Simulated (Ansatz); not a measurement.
## Fields on a plane of SiC (zinc blende)

```
CELL_PARAMETERS angstrom
      0.00000     2.18986     2.18986
      2.18986     0.00000     2.18986
      2.18986     2.18986     0.00000
ATOMIC_POSITIONS crystal
  C  0.75000 0.75000 0.75000
  Si 0.00000 0.00000 0.00000
```

The slice is a {110} plane (indices of the conventional cell) through the point (0.750, 0.750, 0.750) (fractional), spanned by u = [100] and v = [1 -1 -1] in vectors of this cell: u (3.10 Å) and v (4.38 Å, at 90° to u). It covers one period; positions are fractions (u, v).

Atoms on it: C at (0.00, 0.00); Si at (0.50, 0.75).

Computed with PBE (plane waves to 420 eV, PAW, scalar-relativistic; Ansatz, a program for electronic structure). k mesh 13×13×13. These are valence fields of a PAW run, semicore shells included where kept as valence: close to a nucleus they are smooth pseudo fields. SiC was relaxed with its symmetry unable to fall. The PAW data are Ansatz's earlier set.

```
|99998765555678999|
|99998766556678999|
|99888765555678889|
|88777765445677778|
|66666654334566666|
|55566543223456655|
|44455443333445544|
|33344444334444433|
|22234444444444322|
|11223445555443221|
|00123345555433210|
|00112334444332110|
|00112233333322110|
|11111122222211111|
|21111111111111111|
|32221110000111222|
|44332100000012334|
|55443210000123445|
|66654210000124566|
|87765321001235677|
|99876432112346789|
|99986543223456899|
|99987654334567899|
|99998765445678999|
```
Scale: ten equal steps from -1.30 (start of '0') to 0.24 (end of '9'), in the order '0123456789'. Values: log₁₀ of the valence density in e/Å³. The map has 17 points along u (one character each, u = 0 at the left) and 24 along v (v = 0 in the bottom row). The scale is logarithmic, as a density can span decades between atoms and voids.

| v \ u | 0.00 | 0.18 | 0.35 | 0.53 | 0.71 | 0.88 |
|---|---|---|---|---|---|---|
| 0.88 | 0.69 | 0.91 | 0.83 | 0.30 | 0.92 | 0.85 |
| 0.75 | 0.63 | 0.75 | 0.30 | x | 0.50 | 0.71 |
| 0.62 | 0.12 | 0.22 | 0.25 | 0.26 | 0.26 | 0.17 |
| 0.50 | 0.04 | 0.09 | 0.27 | 0.33 | 0.21 | 0.06 |
| 0.38 | 0.12 | 0.07 | 0.05 | 0.06 | 0.05 | 0.09 |
| 0.25 | 0.63 | 0.38 | 0.05 | 0.02 | 0.11 | 0.52 |
| 0.12 | 0.69 | 0.68 | 0.28 | 0.07 | 0.46 | 0.70 |
| 0.00 | x | 0.72 | 0.71 | 0.36 | 0.80 | x |

Values: electron localisation function (ELF). Points within 0.4 Å of a nucleus are blanked (x), as the pseudised field means little there.

| Item | Value |
|---|---|
| Density on the C–Si line (1.90 Å) at its midpoint | 0.87 e/Å³ |
| ELF at that point | 0.9 |
| ELF maximum in the middle third of the C–Si line | 0.93, 0.9 Å from C |
